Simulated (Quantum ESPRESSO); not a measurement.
```
Ba2LuNbO6
1.0
    0.00000     4.20116     4.20116
    4.20116     0.00000     4.20116
    4.20116     4.20116     0.00000
O Nb Ba Lu
6 1 2 1
Cartesian
  4.20116   6.38375   4.20116
  4.20116   2.01858   4.20116
  2.01858   4.20116   4.20116
  6.38375   4.20116   4.20116
  4.20116   4.20116   6.38375
  4.20116   4.20116   2.01858
  0.00000   0.00000   0.00000
  6.30175   6.30175   6.30175
  2.10058   2.10058   2.10058
  4.20116   4.20116   4.20117
```

The geometry is that of Materials Project entry mp-12644, symmetrised and not relaxed again.

Question: What does norm-conserving PBEsol (Quantum ESPRESSO, 100 Ry, without SOC) give for the electronic structure near the Fermi level?

Answer: The PBEsol gap is direct, 2.83 eV at Γ. Spin-orbit splittings are left out. The 4f states are in the valence at their DFT position.

The structure is a Materials Project entry; no match was found in the copy of COD used, and its stability was not checked.
